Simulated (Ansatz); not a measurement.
The cell below belongs to a search over invented structures; it isn't taken from experiment.

Input and command of a plane-wave DFT calculation in Ansatz:

```yaml
crystal:
  lattice:
    - [1.5955430824, -2.0988103253, 0.0]
    - [1.5955430824, 2.0988103253, 0.0]
    - [0.0, 0.0, 20.5492316798]
  atoms:
    - { symbol: Cu, position: [0.25, 0.75, 0.0458716533] }
    - { symbol: Cu, position: [0.75, 0.25, 0.1377164542] }
    - { symbol: Cu, position: [0.25, 0.75, 0.2303680731] }
    - { symbol: Cu, position: [0.75, 0.25, 0.9541283467] }
    - { symbol: Cu, position: [0.75, 0.25, 0.7696319269] }
    - { symbol: Cu, position: [0.25, 0.75, 0.8622835458] }
    - { symbol: Mo, position: [0.25, 0.75, 0.4441661229] }
    - { symbol: Mo, position: [0.75, 0.25, 0.3335648677] }
    - { symbol: Mo, position: [0.75, 0.25, 0.5558338771] }
    - { symbol: Mo, position: [0.25, 0.75, 0.6664351323] }
basis:
  ecutwfc: 500
kpoints:
  mp_grid: { grid: [12, 12, 2] }
  band_path:
    path:
      - [[0.0, 0.0, 0.0], [-0.5, 0.5, 0.0], [-0.39448099, 0.60551901, 0.0]]
      - [[0.39448099, 0.39448099, 0.0], [0.0, 0.0, 0.0], [0.0, 0.0, 0.5], [0.39448099, 0.39448099, 0.5]]
      - [[-0.39448099, 0.60551901, 0.5], [-0.5, 0.5, 0.5], [-0.5, 0.5, 0.0]]
      - [[0.0, 0.0, 0.0], [0.0, 0.5, 0.0], [0.0, 0.5, 0.5], [0.0, 0.0, 0.5], [-0.5, 0.5, 0.5]]
    npoints: 14
hamiltonian:
  xc: r2scan
scf:
  occupations: { method: gaussian, width: 0.1 }
  n_extra_bands: 25
output:
  forces: true
  stress: true
  eigenvalues: true
  populations: true
  dos: { projected: true, de: 0.02, nscf_kmesh: { grid: [15, 15, 3] } }
  bader: true
```

```bash
ansatz run input.yaml --threads 1 --pin off --max-ram 2560MiB --backend cpu --events-out ev --progress --plain --runs-dir out
```

Processor: Intel(R) Xeon(R) Platinum 8259CL CPU @ 2.50GHz (Skylake/Cascade Lake), 1 thread, on a host shared with other jobs.

**Question.** Estimate time, memory and problem size.

**Answer.** About 9.1 min, peak memory 2.1 GiB. It solves 110 bands at 86 k points (after reduction by symmetry) with about 3485 plane waves, in 15 SCF iterations.
